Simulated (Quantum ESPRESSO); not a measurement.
## SnNbPt2Hf2RuAl (input and log of a self-consistent run)

Simulated, not a measurement. The program is pw.x of Quantum ESPRESSO 7.5 (plane-wave density functional theory). The cell is made up: eight metal atoms on a hexagonal close-packed lattice, with elements, volume, strain and displacements drawn at random and not relaxed, so it may be unstable or far from any real phase. PseudoDojo standard norm-conserving files set the functional (PBE unless stated); there is no spin polarisation or spin-orbit coupling, the Fermi-Dirac width of 0.25 eV means electrons at about 2900 K, and the masses in the input are unused placeholders. The tin pseudopotential is less sure than most, with forces differing by about three percent from a second method on plain tin. Heavy elements are run without spin-orbit coupling, which real alloys of them have. A spin test at this wide smearing found no moment, but such smearing suppresses magnetism that the real alloy may have.

Input:

```
&control calculation='scf', pseudo_dir='./dojo.nc.sr.pbe.v0_5.standard.upf', outdir='./o', disk_io='medium', tprnfor=.true., tstress=.true. /
&system ibrav=0, nat=8, ntyp=6, nbnd=69, ecutwfc=87.97787729, nosym=.true., tot_charge=0,
 occupations='smearing', smearing='fd', degauss=0.0183746611
/
&electrons conv_thr=1.470e-08, electron_maxstep=70, mixing_beta=0.5 /
ATOMIC_SPECIES
Al 1.0 Al.upf
Hf 1.0 Hf.upf
Nb 1.0 Nb.upf
Pt 1.0 Pt.upf
Ru 1.0 Ru.upf
Sn 1.0 Sn.upf
CELL_PARAMETERS angstrom
-0.0108 5.2127 0.0757
2.8758 0.0641 4.7353
2.9476 -0.0766 -4.78
ATOMIC_POSITIONS angstrom
Sn -0.0508 0.0035 0.0123
Nb 2.8577 0.0023 -0.0357
Pt 2.9759 1.6451 -2.3736
Hf 2.9215 1.5561 2.4368
Hf 1.3313 2.5824 0.1213
Ru 4.2 2.6875 0.0912
Al 1.5081 4.412 -2.5112
Pt 1.4414 4.3588 2.5517
K_POINTS automatic
5 5 5 1 1 1
```

The log is shortened where brackets say so; the opening notice, blank lines, dates and the lines on written files are dropped, and the path of the files is cut. It prints rydbergs, bohrs and kilobars, and counts compression as positive stress. Its total energy is the free energy E - TS of the whole cell.

```
     Program PWSCF v.7.5
     Parallel version (MPI & OpenMP), running on       1 processor cores
     Number of MPI processes:                 1
     Threads/MPI process:                     1
     [start-up lines left out]
     bravais-lattice index     =            0
     lattice parameter (alat)  =       9.8516  a.u.
     unit-cell volume          =     974.3350 (a.u.)^3
     number of atoms/cell      =            8
     number of atomic types    =            6
     number of electrons       =       106.00
     number of Kohn-Sham states=           69
     kinetic-energy cutoff     =      87.9779  Ry
     charge density cutoff     =     351.9115  Ry
     scf convergence threshold =      1.5E-08
     mixing beta               =       0.5000
     number of iterations used =            8  plain     mixing
     Exchange-correlation= PBE
                           (   1   4   3   4   0   0   0)
     [axes and pseudopotential details left out]
   Cartesian axes
     site n.     atom                  positions (alat units)
         1        Sn     tau(   1) = (  -0.0097444   0.0006714   0.0023594  )
         2        Nb     tau(   2) = (   0.5481598   0.0004412  -0.0068479  )
         3        Pt     tau(   3) = (   0.5708327   0.3155607  -0.4553005  )
         4        Hf     tau(   4) = (   0.5603978   0.2984888   0.4674234  )
         5        Hf     tau(   5) = (   0.2553680   0.4953522   0.0232676  )
         6        Ru     tau(   6) = (   0.8056378   0.5155123   0.0174938  )
         7        Al     tau(   7) = (   0.2892815   0.8463033  -0.4816947  )
         8        Pt     tau(   8) = (   0.2764872   0.8360986   0.4894633  )
     number of k points=    63  Fermi-Dirac smearing, width (Ry)=  0.0184
                       cart. coord. in units 2pi/alat
        k(    1) = (   0.1792597   0.1003841  -0.0001317), wk =   0.0320000
        k(    2) = (   0.3574782   0.1023255  -0.1083920), wk =   0.0320000
     [further k points left out]
     Dense  grid:   108651 G-vectors     FFT dimensions: (  60,  64,  64)
     Estimated max dynamical RAM per process >     214.30 MB
     Initial potential from superposition of free atoms
     starting charge     105.9889, renormalised to     106.0000
     Starting wfcs are   73 randomized atomic wfcs
     total cpu time spent up to now is       46.2 secs
     per-process dynamical memory:   121.1 Mb
     Self-consistent Calculation
     iteration #  1     ecut=    87.98 Ry     beta= 0.50
     Davidson diagonalization with overlap
     ethr =  1.00E-02,  avg # of iterations =  3.4
     total cpu time spent up to now is      166.3 secs
     total energy              =   -1236.57384071 Ry
     estimated scf accuracy    <       1.36889827 Ry
     iteration #  2     ecut=    87.98 Ry     beta= 0.50
     Davidson diagonalization with overlap
     ethr =  1.29E-03,  avg # of iterations =  3.1
     total cpu time spent up to now is      299.2 secs
     total energy              =   -1236.74642386 Ry
     estimated scf accuracy    <       4.18558897 Ry
     iteration #  3     ecut=    87.98 Ry     beta= 0.50
     Davidson diagonalization with overlap
     ethr =  1.29E-03,  avg # of iterations =  2.0
     total cpu time spent up to now is      426.7 secs
     total energy              =   -1237.13722696 Ry
     estimated scf accuracy    <       0.84738170 Ry
     iteration #  4     ecut=    87.98 Ry     beta= 0.50
     Davidson diagonalization with overlap
     ethr =  7.99E-04,  avg # of iterations =  1.0
     total cpu time spent up to now is      514.8 secs
     total energy              =   -1237.21261518 Ry
     estimated scf accuracy    <       0.14652862 Ry
     iteration #  5     ecut=    87.98 Ry     beta= 0.50
     Davidson diagonalization with overlap
     ethr =  1.38E-04,  avg # of iterations =  3.2
     total cpu time spent up to now is      644.1 secs
     total energy              =   -1237.21518167 Ry
     estimated scf accuracy    <       0.16220299 Ry
     [iterations 6 to 11 left out]
     iteration # 12     ecut=    87.98 Ry     beta= 0.50
     Davidson diagonalization with overlap
     ethr =  3.26E-09,  avg # of iterations =  2.0
     total cpu time spent up to now is     1463.1 secs
     total energy              =   -1237.23317794 Ry
     estimated scf accuracy    <       0.00000016 Ry
     iteration # 13     ecut=    87.98 Ry     beta= 0.50
     Davidson diagonalization with overlap
     ethr =  1.51E-10,  avg # of iterations =  2.7
     total cpu time spent up to now is     1567.4 secs
     total energy              =   -1237.23317798 Ry
     estimated scf accuracy    <       0.00000004 Ry
     iteration # 14     ecut=    87.98 Ry     beta= 0.50
     Davidson diagonalization with overlap
     ethr =  3.33E-11,  avg # of iterations =  2.2
     total cpu time spent up to now is     1689.0 secs
     total energy              =   -1237.23317798 Ry
     estimated scf accuracy    <       0.00000002 Ry
     iteration # 15     ecut=    87.98 Ry     beta= 0.50
     Davidson diagonalization with overlap
     ethr =  1.91E-11,  avg # of iterations =  2.0
     total cpu time spent up to now is     1800.3 secs
     total energy              =   -1237.23317798 Ry
     estimated scf accuracy    <       0.00000002 Ry
     iteration # 16     ecut=    87.98 Ry     beta= 0.50
     Davidson diagonalization with overlap
     ethr =  1.85E-11,  avg # of iterations =  1.0
     total cpu time spent up to now is     1901.6 secs
     End of self-consistent calculation
     [lines on levels left out]
!    total energy              =   -1237.23317798 Ry
     estimated scf accuracy    <          1.5E-09 Ry
     smearing contrib. (-TS)   =      -0.09786149 Ry
     internal energy E=F+TS    =   -1237.13531649 Ry
     The total energy is F=E-TS. E is the sum of the following terms:
     one-electron contribution =    -356.55539760 Ry
     hartree contribution      =     234.98984291 Ry
     xc contribution           =    -258.81293029 Ry
     ewald contribution        =    -856.75683151 Ry
     convergence has been achieved in  16 iterations
     Forces acting on atoms (cartesian axes, Ry/au):
     atom    1 type  6   force =     0.00027120   -0.01951792    0.03694896
     atom    2 type  3   force =     0.00900521   -0.00988165   -0.03001659
     atom    3 type  4   force =    -0.03365469    0.01910960    0.03049527
     atom    4 type  2   force =    -0.01753624    0.07504151   -0.04298563
     atom    5 type  2   force =     0.02064063    0.04164744   -0.00383869
     atom    6 type  5   force =    -0.00027870   -0.00603537   -0.00822591
     atom    7 type  1   force =     0.02201733   -0.07383140    0.03484634
     atom    8 type  4   force =    -0.00046473   -0.02653221   -0.01722375
     Total force =     0.153201     Total SCF correction =     0.000124
     Computing stress (Cartesian axis) and pressure
          total   stress  (Ry/bohr**3)                   (kbar)     P=       -2.28
  -0.00032394   0.00000272   0.00002637          -47.65        0.40        3.88
   0.00000272  -0.00013104  -0.00022150            0.40      -19.28      -32.58
   0.00002637  -0.00022150   0.00040840            3.88      -32.58       60.08
     init_run     :     43.29s CPU     45.89s WALL (       1 calls)
     electrons    :   1764.38s CPU   1855.38s WALL (       1 calls)
     forces       :     22.75s CPU     23.01s WALL (       1 calls)
     stress       :     76.43s CPU     78.65s WALL (       1 calls)
     [timing details left out]
     PWSCF        :  31m47.70s CPU  33m25.59s WALL
     JOB DONE.
```

In other units: free energy -16833.415 eV for the cell, pressure -0.23 GPa, largest force component 1.929 eV/Å in size. The run took 2007 s of wall time with one process on a shared machine (AMD EPYC, Zen 5, virtual cores), so the time is rough. A rerun of this cell at a higher cutoff and on a denser mesh moved values by no more than 0.003 eV in energy, 0.03 GPa in stress and 0.003 eV/Å in force, and a second program with other atomic files agreed on that cell to 2 % rms in force and 0.5 GPa in pressure.